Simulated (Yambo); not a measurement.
Yambo run on AlN (wurtzite, space group P6_3mc, No. 186). The wavefunctions are PBEsol (Quantum ESPRESSO, PseudoDojo norm-conserving, 84 Ry, without SOC) ones on a 6×6×4 mesh (8 occupied bands); a = 3.1131 Å, b = 3.1131 Å, c = 4.9828 Å, α = 90.00°, β = 90.00°, γ = 120.00°.

Yambo input:

```
rim_cut
gw0
dyson
el_el_corr
HF_and_locXC
ppa
em1d
RandQpts= 1000000
RandGvec= 1 Ry
EXXRLvcs= 84 Ry
VXCRLvcs= 336 Ry
Chimod= "HARTREE"
% BndsRnXp
 1 | 28 |
%
NGsBlkXp= 8 Ry
% LongDrXp
 1.0 | 1.0 | 1.0 |
%
PPAPntXp= 27.2114 eV
% GbndRnge
 1 | 28 |
%
GTermKind= "BG"
DysSolver= "n"
ExtendOut
% QPkrange
 1 | 1 | 8 | 9 |
%
```

k points by index: 1 = Γ.

Table of the .qp output:

```
#    K-point    Band    Eo [eV]    E [eV]    E-Eo [eV]    Vxc [eV]    Vnlxc [eV]    Sc|Eo [eV]    Sc|E [eV]    dSc/dw|Eo [eV]    Re(Z)    Im(Z)
#
    1    8    0.000000    -0.567392    -0.567392    -16.89140    -20.88341    3.280673    3.424620    -6.902126    0.797670    -0.001256
    1    9    4.104534    5.056153    0.951620    -12.64570    -8.157771    -3.334559    -3.536310    -5.768445    0.825090    -0.001101
```
(The two width columns are left out.) Convergence of these settings isn't established.

Geometry relaxed with PBEsol.
